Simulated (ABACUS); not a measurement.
A self-consistent single point of AlGaN2 (P-4m2, 4 atoms in the cell; from Materials Project mp-1008556, changed as shown).

```yaml
crystal:
  lattice:
    - [3.13648, 0.00000, 0.00000]
    - [0.00000, 3.13648, 0.00000]
    - [0.00000, 0.00000, 4.50600]
  atoms:
    - { symbol: Al, position: [0.50000, 0.50000, 0.50000] }
    - { symbol: Ga, position: [0.00000, 0.00000, 0.00000] }
    - { symbol: N, position: [0.50000, 0.00000, 0.73826] }
    - { symbol: N, position: [0.00000, 0.50000, 0.26174] }
```

All values come from this method and carry its errors: LDA (PW92), PseudoDojo 0.4 standard norm-conserving LDA (tails mended) pseudopotentials (plane waves; ABACUS 3.10.1).

ABACUS settings:

- KPT: Gamma 10 10 6 0 0 0
- basis_type: pw
- dft_functional: PWLDA
- ecutwfc: 84 Ry
- smearing_method: fixed
- potentials: PseudoDojo 0.4 standard norm-conserving LDA (tails mended)
- symmetry: 1
- symmetry_prec: 1e-05
- ks_solver: dav
- scf_nmax: 100
- scf_thr: 1.0e-09 Ry
- mixing_type: pulay

Results:

- Number of valence electrons: 26
- Number of bands: 23
- Number of k-points after the program's reduction: 84
- Number of plane waves (most at a k-point): 3920
- Number of SCF iterations: 8
- FFT grid: 36 × 36 × 50
- Free energy E − TS: -2710.6436 eV
- Top of the valence band (on the code's own zero): 8.38 eV
- Gap on the k-point mesh: 2.74 eV
- Pressure: -8.43 GPa
- Largest force (vector length): 0.192 eV/Å

Forces (eV/Å):
```tsv
atom	Fx	Fy	Fz
Al1	0.000	0.000	0.000
Ga2	0.000	0.000	0.000
N3	0.000	0.000	0.192
N4	0.000	0.000	-0.192
```

Stress (GPa, positive for compression):
```
 -7.46    0.00    0.00
  0.00   -7.46    0.00
  0.00    0.00  -10.39
```

The gap is read on the k-point mesh of the run and can differ from the gap over the whole zone at this level.

For comparison: a first run was changed to give this one (lattice vector c scaled by 1.02), and from it to this one the free energy goes up by 10.4 meV/atom, the pressure goes from -4.90 to -8.43 GPa, the largest force goes from 0.160 to 0.192 eV/Å and the gap on the mesh goes from 2.915 to 2.738 eV.

The structure comes from a collection of computed structures, made at another level of theory; the collection holds predicted forms beside known ones. Its lattice was then scaled.

Cost on one core: roughly 100 core-seconds.

“Tails mended”: in these copies of the files the far tail of each local potential was reset to the Coulomb form.
